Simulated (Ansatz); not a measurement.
Given:

W (A15 (β-W type), Pm-3n), a = b = c = 5.053 Å, α = β = γ = 90.00°.

This is the r²SCAN-relaxed structure.

All from r²SCAN (plane waves, PAW; program Ansatz), unless another level is named. Estimate the density of states at the Fermi level.

0.27 states/eV per atom (mean over ±0.08 eV).

Predict the gap with spin–orbit coupling.

none (metallic).

The workflow started from an entry of the Crystallography Open Database (COD), which files this formula under 6 space groups. It is not the phase usual at ambient conditions (space group No. 229). Symmetry was held in the r²SCAN relaxation; of distortions, only those at the zone centre were tested. The run is not spin-polarised. Scalar-relativistic: spin–orbit coupling is off unless named, which matters more the heavier the elements.

Potentials: the later of the program's two PAW sets.
